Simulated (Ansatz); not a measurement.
**BaB: input and output**

Input file of Ansatz 0.2.0:

```yaml
crystal:
  lattice:
    - [4.706861, 0.0, 0.0]
    - [2.35343, -5.602885, 0.0]
    - [0.0, 0.0, -3.820819]
  atoms:
    - { symbol: B, position: [0.558, 0.884, 0.25] }
    - { symbol: B, position: [0.442, 0.116, 0.75] }
    - { symbol: Ba, position: [0.858, 0.284, 0.25] }
    - { symbol: Ba, position: [0.142, 0.716, 0.75] }
  symmetry: { tolerance: 0.0003 }
kpoints:
  mp_grid: { grid: [8, 8, 9], shift: [0, 0, 0] }
  band_path:
    path:
      - [0.0, 0.0, 0.0]
      - [0.0, -0.5, 0.0]
      - [0.4117836, -0.2941082, 0.0]
      - [0.5882164, 0.2941082, 0.0]
      - [0.0, 0.0, 0.0]
      - [0.0, 0.0, -0.5]
      - [0.5882164, 0.2941082, -0.5]
      - [0.4117836, -0.2941082, -0.5]
      - [0.0, -0.5, -0.5]
      - [0.0, -0.5, 0.0]
      - [0.0, 0.0, 0.0]
    npoints: 6
magnetization:
  spin_polarized: false
scf:
  occupations: { method: gaussian, width: 0.0273 }
  lower_state_search: "off"
  max_iter: 200
hamiltonian:
  pseudopotentials: { kind: paw }
  xc: pbe
basis:
  ecutwfc: 420
  fft_grid_basis: typed
output:
  forces: true
  stress: true
  eigenvalues: true
  bader: true
  populations: true
  elf: true
  write_potential: true
  volumetric_format: npy
  dos:
    e_range: [-12, 8]
    de: 0.05
    projected: { site_lists: { B: [B], Ba: [Ba] } }
checkpoint:
  read: saved_state
```

The run starts from an earlier solution of this cell. 

Output (shortened):

```
SCF iter   1: F=—  Δρ=6.23e-4  dr2=4.69e-4
SCF iter   2: F=—  Δρ=3.86e-4  dr2=1.93e-4
SCF iter   3: F=—  Δρ=6.31e-5  dr2=5.48e-6
SCF iter   4: F=—  Δρ=1.84e-5  dr2=6.21e-7
SCF iter   5: F=-12207.9156 eV  Δρ=5.77e-6  dr2=5.98e-8
Free energy (F): -12207.9156 eV
Harris-Foulkes:  -12207.9156 eV  (|F-HF|=1.34e-8)
Internal energy: -12207.9139 eV  (E = F + TS)
E sigma→0 (E₀):  -12207.9148 eV
Entropy (-TS):   -0.0016 eV (-0.410 meV/atom)
Fermi energy:    8.7352 eV
--- Per-component energies (eV) ---
  E_band       = -65.9083
  E_kinetic    = 417.7449
  E_local      = -531.8667  (includes V_loc(G=0)·N_el)
  E_nonlocal   = 140.1811
  E_hartree    = 163.0365
  E_xc         = -395.5711
  E_vxc        = -341.4793  (∫ρ·V_xc dr)
  E_paw        = -10608.5541  (= ΣΔE_a)
  E_vpaw       = -76.5595  (= ΣTr[D̂ρ^β])
  E_aug_tail   =  0.0000  (compensation charges beyond the density's cutoff)
  E_ewald      = -1392.8844
  E_smearing   = -0.0016  (= −TS)
--- Forces (eV/Å), atoms counted from 1 ---
  atom   1  B      0.0000    -2.1328     0.0000
  atom   2  B      0.0000     2.1328     0.0000
  atom   3  Ba     0.0000     0.1102     0.0000
  atom   4  Ba     0.0000    -0.1102     0.0000
--- Stress (GPa, compression-positive) ---
       -3.6835       0.0000       0.0000
        0.0000      -4.0747       0.0000
        0.0000       0.0000      -4.3801
  P = ⅓ Tr σ = -4.0461 GPa (-40.461 kbar)
--- Löwdin populations: 4 sites ---
  site symbol       q [e]
     0      B      4.1228
     1      B      4.1228
     2     Ba      8.3864
     3     Ba      8.3864
  spilling = 0.0378 (of n_electrons = 26.0000)
--- Bader charges: 4 sites ---
  site symbol  charge [e]  shift [e]
     0      B     -0.9821     0.0000
     1      B     -0.9821     0.0000
     2     Ba      0.9821     0.0000
     3     Ba      0.9821     0.0000
```

Origin: a known structure type with other elements, at an estimated volume, so it need not be a known compound. Caveats: many states at the Fermi level without spin polarisation, so a magnetic state may lie lower; atoms or cell far from equilibrium.
